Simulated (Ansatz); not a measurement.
The relaxed structure here is a generated cell of SnTe: the first start was made by placing the elements on the sites of a structure type, and the end was not matched to a known phase here, so it may be hypothetical. Known forms of SnTe include space group No. 225.

A relaxed cell of SnTe (P6/mmm (No. 191)), relaxed on a k-mesh at least as fine as the one used below. Level of theory: PBE (plane waves to 420 eV, PAW, scalar-relativistic; Ansatz, an electronic-structure program). Γ-centred k-mesh 6×6×7 on the run's cell (coarser than for final values), Fermi–Dirac smearing 0.05 eV.

```xyz
6
Lattice="7.0173 0.0000 0.0000 -3.5086 6.0771 0.0000 0.0000 0.0000 4.8245" Properties=species:S:1:pos:R:3 pbc="T T T"
Sn     0.0000     6.0771     0.0000
Sn     1.7543     3.0386     0.0000
Sn    -1.7543     3.0386     0.0000
Te     0.0000     0.0000     0.0000
Te     0.0000     4.0514     2.4122
Te     3.5086     2.0257     2.4122
```

Every atom was then displaced along an unstable phonon, and the forces became (eV/Å):

```csv
atom,Fx,Fy,Fz
Sn1,0.00,0.02,0.00
Sn2,0.10,0.20,0.00
Sn3,-0.10,0.20,0.00
Te4,0.00,-0.38,0.00
Te5,0.00,0.00,0.00
Te6,0.00,-0.04,0.00
```

**Question.** Which atom was moved farthest relative to the others, and in which direction?

**Answer.** Te4, by (0.00, -0.15, 0.00) Å (0.15 Å, mean shift removed); the next is Sn2 with 0.09 Å. Its force makes an angle of 0° with its move.

All displacements (Å):

```tsv
atom	ux	uy	uz
Sn1	0.000	0.002	0.000
Sn2	0.047	0.083	0.000
Sn3	-0.047	0.083	0.000
Te4	0.000	-0.150	0.000
Te5	0.000	-0.003	0.000
Te6	0.000	-0.003	0.000
```

The undisplaced cell is probably no minimum: from this displacement the run went on to Amm2 (No. 38), 0.07 eV/atom below it.

No spin polarisation in the result.
